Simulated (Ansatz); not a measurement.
P$_{2}$W in space group Cmc2_1 (No. 36; P on 4a, P on 4a, W on 4a) under volume change, LDA (plane waves, PAW; program Ansatz), shape and atoms relaxed at each volume.

```tsv
V (Å³/atom)	E − E(relaxed) (meV/atom)	P (GPa)
12.984	88.2	23.69
13.412	37.3	14.66
13.840	8.9	6.80
14.268	0.0	0.00
14.696	___	___
15.124	30.4	-10.82
15.552	___	___
```

**Question.** Some entries are withheld; supply them.

**Answer.** 
- 15.552, E − E(relaxed) (meV/atom): 65.1
- 15.552, P (GPa): -15.04
- 14.696, E − E(relaxed) (meV/atom): 8.0
- 14.696, P (GPa): -5.84

**Question.** What does a third-order Birch–Murnaghan fit give for V₀, B₀ and B′?

**Answer.** V₀ = 14.27 Å³/atom, B₀ = 208 GPa, B′ = 4.0.

The first step of the workflow began from a Materials Project structure, measured or hypothetical; the Crystallography Open Database files this formula in space group No. 36, but the cells were not matched. Whether it is the stable phase at ambient conditions was not checked. Symmetry was held in the LDA relaxation; its stability against distortions is not shown here. The run is not spin-polarised. Scalar-relativistic: spin–orbit coupling is off unless named, which matters more the heavier the elements.

Potentials: the earlier of the program's two PAW sets.
